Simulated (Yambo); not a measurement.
Yambo run on a free-standing CaHI monolayer (symmetry P4/nmm, slab cell 20.2 Å high). The wavefunctions come from this Quantum ESPRESSO step (PBEsol, PseudoDojo standard norm-conserving files, scalar-relativistic):

```
&CONTROL
  calculation = 'nscf'
  pseudo_dir = './pseudo'
  outdir = './out'
/
&SYSTEM
  ibrav = 0
  nat = 6
  ntyp = 3
  ecutwfc = 72.0
  ecutrho = 288.0
  occupations = 'fixed'
  force_symmorphic = .true.
  nbnd = 211
  assume_isolated = '2D'
/
&ELECTRONS
  conv_thr = 6.000000000000001e-09
  diago_full_acc = .true.
  diago_thr_init = 1e-08
/
ATOMIC_SPECIES
H 1.0080 H.upf
Ca 40.0780 Ca.upf
I 126.9045 I.upf
CELL_PARAMETERS angstrom
  3.962523370000   0.000000000000   0.000000000000
  0.000000000000   3.962523370000   0.000000000000
  0.000000000000   0.000000000000  20.200000000000
ATOMIC_POSITIONS crystal
H   0.000000000000   0.500000000000  -0.000000000000
H   0.500000000000   0.000000000000  -0.000000000000
Ca   0.000000000000   0.000000000000   0.058862843800
Ca   0.500000000000   0.500000000000  -0.058862843800
I   0.500000000000   0.500000000000   0.136041643600
I   0.000000000000   0.000000000000  -0.136041643600
K_POINTS automatic
4 4 1 0 0 0
```

Yambo input:

```
rim_cut
gw0
dyson
el_el_corr
HF_and_locXC
ppa
em1d
rim_w
RandQpts= 1000000
RandGvec= 2 Ry
CUTGeo= "slab z"
EXXRLvcs= 72 Ry
VXCRLvcs= 288 Ry
Chimod= "HARTREE"
% BndsRnXp
 1 | 210 |
%
NGsBlkXp= 7 Ry
% LongDrXp
 1.0 | 1.0 | 0.0 |
%
RandGvecW= 668 mRy
PPAPntXp= 27.2114 eV
% GbndRnge
 1 | 210 |
%
GTermKind= "BG"
DysSolver= "n"
ExtendOut
% QPkrange
 1 | 1 | 18 | 19 |
 3 | 3 | 18 | 19 |
 6 | 6 | 18 | 19 |
%
```

k points by index: 1 = Γ, 3 = X, 6 = M.

The o-*.qp file then holds:

```
#    K-point    Band    Eo [eV]    E [eV]    E-Eo [eV]    Vxc [eV]    Vnlxc [eV]    Sc|Eo [eV]    Sc|E [eV]    dSc/dw|Eo [eV]    Re(Z)    Im(Z)
#
    1    18    -0.140583    -1.425690    -1.285108    -11.43299    -14.20208    1.177035    1.483983    -6.498690    0.807214    -0.001734
    1    19    3.794977    5.283712    1.488735    -11.39977    -5.984499    -3.585082    -3.926534    -6.240207    0.813451    -0.001865
    3    18    0.000000    -1.217974    -1.217974    -11.53813    -14.11993    1.074148    1.363829    -6.471164    0.807874    -0.001724
    3    19    4.331140    5.897267    1.566127    -11.36636    -5.694262    -3.740627    -4.105969    -6.346773    0.810868    -0.001976
    6    18    -1.012916    -2.309579    -1.296663    -10.79722    -13.68221    1.266346    1.588324    -6.754919    0.801113    -0.003582
    6    19    3.916023    5.000487    1.084464    -9.486651    -4.920391    -3.245818    -3.481795    -5.920060    0.821312    -0.001822
```
(The two width columns are left out.) Convergence of these settings isn't established.

Spin-orbit coupling is not included.

Geometry relaxed with PBEsol.

This is a model layer cut from the bulk structure; whether it is stable on its own was not checked.
